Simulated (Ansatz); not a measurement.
79Br nuclear quadrupole resonance in TeBr6

Cell: a Materials Project structure (computed, not necessarily an observed phase), taken as it stands.

Space group P4/mnc (No. 128); a = 7.4280, c = 11.0806 Å.

```csv
site,Wyckoff,site symmetry,x,y,z
Te,2a,4/m..,0.5000,0.5000,0.5000
Br3,4e,4..,0.5000,0.5000,0.2684
Br7,8h,m..,0.7810,0.7053,0.5000
```

One atom of each set is listed.

Method: Kohn–Sham DFT in Ansatz, r2SCAN, plane waves and PAW, scalar-relativistic, 500 eV cutoff, Γ-centred 5×5×3 k-points, Fermi–Dirac smearing 0.05 eV.

79Br: I = 3/2, Q = 308.7 mb (year-2017 value). Static lattice, zero field.

(1) Predict the zero-field 79Br lines of each site.

(2) And for ⁸¹Br (I = 3/2, Q = 257.9 mb) on Br3?

## Answers

(1) For I = 3/2 there is one line, ν = (|C_Q|/2)(1 + η²/3)^½.

| site | atoms | V_zz (10²¹ V/m²) | C_Q (MHz) | η | line frequencies (MHz) |
| --- | --- | --- | --- | --- | --- |
| Br3 | 4 | 74.3 | 555 | 0.00 | 277.4 |
| Br7 | 8 | 71.8 | 536 | 0.06 | 268.0 |

(2) C_Q scales with Q to 464 MHz, with lines at 231.8 MHz.

An axis of threefold or higher order runs through Br3, so V_zz lies along it and η is zero. At Br7 V_zz points along its bond to Te (within 2°).

With no gap above 0.1 eV, as in a metal, the gradients converge slowly in k; expect changes of a tenth or more on a denser mesh. Without spin–orbit coupling the gradients at and beside Te can be off by some per cent, at some sites by more. Semilocal functionals make gaps too small and can close them, so the real compound need not be a metal.
